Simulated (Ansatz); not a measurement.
A (001) slab of relaxed bulk W (Im-3m, 15.69 Å³/atom, gap on the mesh 0.00 eV), 4 planes in a 6×1 cell with the lowest 2 held; added atoms sit on lattice sites of the next plane. A dipole correction is on. The surface energy is the mean of the held and the free face; step energies are per length and the mean of the stripe's two steps, which run along the shortest translation of the plane; step and island energies count from the flat slab and bulk atoms.

All numbers below come from Ansatz, DFT PBEsol, scalar-relativistic, plane waves, PAW.

Cutoff 420 eV, Gaussian smearing of 0.10 eV, energies at zero smearing, symmetry of each start kept, no spin polarisation.

```
            start atoms k mesh surface energy (J/m²) step energy (meV/Å)
        flat slab     24  2×10×1                   4.55                    -
stripe of 2 atoms     26  2×10×1                      -                  -35
stripe of 3 atoms     27  2×10×1                      -                  -57
```

Zero in every row: gap on the mesh (eV).

Spin-orbit coupling is left out, which matters for the bands of heavy elements.

Small energy differences in metals hang on the k mesh (about 10 mJ/m² or 1 to 2 meV/atom on the mesh of the relaxation).

Cost: 3 runs of about 110 core-minutes in all, on Intel Xeon Platinum 8259CL (Skylake/Cascade Lake) (shared hosts).